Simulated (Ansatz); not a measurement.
Si2W:
```
Si2W
1.0
   -1.60128     1.60128     3.90793
    1.60128    -1.60128     3.90793
    1.60128     1.60128    -3.90793
W Si
1 2
Direct
  0.00000   0.00000   0.00000
  0.33452   0.33452   0.00000
  0.66548   0.66548   0.00000
```

Relaxed with PBEsol. Special points in fractions of this cell's reciprocal vectors: Γ (0.000, 0.000, 0.000); X (0.000, 0.000, 0.500); P (0.250, 0.250, 0.250); N (0.000, 0.500, 0.000); M (0.500, 0.500, -0.500); S (0.292, 0.708, -0.292); S0 (-0.292, 0.292, 0.292); R (-0.084, 0.084, 0.500); G (0.500, 0.500, -0.084).

Problem. List the band energies nearest the Fermi level at these points for PBEsol (plane waves, PAW; program Ansatz).

Solution. In eV from the Fermi level; about four levels below and three above (degenerate sets whole), none deeper than 8.9 eV; points with the same levels are listed once.

```json
[
 {"k": "Γ", "below": "-3.74 -3.41 -2.87 -2.87", "above": "0.62 2.81 2.87"},
 {"k": "X", "below": "-5.48 -5.06 -3.31 -1.75", "above": "2.82 2.99 3.15"},
 {"k": "P", "below": "-6.65 -6.65 -3.03 -2.45 -2.45", "above": "0.09 2.99 3.66"},
 {"k": "N", "below": "-4.88 -2.82 -2.82 -0.46", "above": "2.72 2.81 3.95"},
 {"k": "M", "below": "-0.82 -0.82 -0.52 -0.52", "above": "0.80 4.51 4.97"},
 {"k": "S", "below": "-3.11 -2.72 -2.51 -0.34", "above": "1.76 2.52 3.56"},
 {"k": "R", "below": "-5.17 -4.09 -3.17 -2.32", "above": "1.98 2.13 3.05"}
]
```

Space group I4/mmm (MoSi2 or CaC2 type). The cell was relaxed with PBEsol under the symmetry of its start. The run is not spin-polarised. Spin–orbit coupling is left out wherever it is not named.

Potentials: the later of the program's two PAW sets.
